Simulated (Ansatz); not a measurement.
## Calculated field gradients at the nuclei for NaScB4H16

The cell is a computed structure from the Materials Project (it need not be an observed phase), taken as it stands.

Space group Cmcm (No. 63); a = 8.2270, b = 11.8111, c = 8.7349 Å.

| site | Wyckoff | site symmetry | x | y | z |
| --- | --- | --- | --- | --- | --- |
| Na | 4a | 2/m.. | 0.0000 | 0.0000 | 0.0000 |
| Sc | 4c | m2m | 0.5000 | 0.1407 | 0.2500 |
| B5 | 8f | m.. | 0.5000 | 0.2517 | 0.4665 |
| B9 | 8g | ..m | 0.7302 | 0.0263 | 0.2500 |
| H13 | 8f | m.. | 0.5000 | 0.1496 | 0.4982 |
| H17 | 16h | 1 | 0.6210 | 0.2684 | 0.3850 |
| H25 | 8f | m.. | 0.5000 | 0.3074 | 0.5818 |
| H29 | 16h | 1 | 0.6456 | 0.0072 | 0.3636 |
| H37 | 8g | ..m | 0.8509 | 0.9680 | 0.2500 |
| H41 | 8g | ..m | 0.7630 | 0.1285 | 0.2500 |

One atom of each set is listed; the run and its k-mesh use a cell of 44 atoms with edges of 7.20, 7.20, 8.73 Å.

The numbers come from a DFT calculation in Ansatz (PBE, plane waves and PAW, scalar-relativistic, 420 eV cutoff, Γ-centred 4×4×3 k-points, Fermi–Dirac smearing 0.02 eV).

C_Q = eQV_zz/h, which is 24.18 MHz for Q = 1 b and V_zz = 10²¹ V/m²; η = (V_xx − V_yy)/V_zz. ν_Q = 3|C_Q|/[2I(2I − 1)].

²³Na: I = 3/2, Q = 104.0 mb; ⁴⁵Sc: I = 7/2, Q = -220.0 mb; ¹⁰B: I = 3, Q = 84.59 mb; 2H: I = 1, Q = 2.858 mb. Nuclear quadrupole moments: year-2017 set (Pyykkö).

```tsv
site	atoms	first shell	C_Q (MHz)	η	ν_Q (MHz)
Na	2	6 H at 2.38–2.53 Å	-1.21	0.66	0.606
Sc	2	12 H at 2.16–2.21 Å	2.01	0.56	0.144
B5	4	4 H at 1.20–1.24 Å	-1.35	0.13	0.135
B9	4	4 H at 1.21–1.24 Å	-0.736	0.15	0.074
H13	4	1 B at 1.24 Å	0.110	0.20	0.166
H17	8	1 B at 1.24 Å	0.107	0.23	0.161
H25	4	1 B at 1.20 Å	0.134	0.06	0.201
H29	8	1 B at 1.23 Å	0.112	0.19	0.168
H37	4	1 B at 1.21 Å	0.132	0.07	0.198
H41	4	1 B at 1.24 Å	0.108	0.23	0.162
```

At H13, H17, H25, H29, H37 and H41 V_zz points along its bond to B (within 3°) in each case.

The lattice is static: at room temperature BH₄ may turn and average the couplings of its hydrogen.
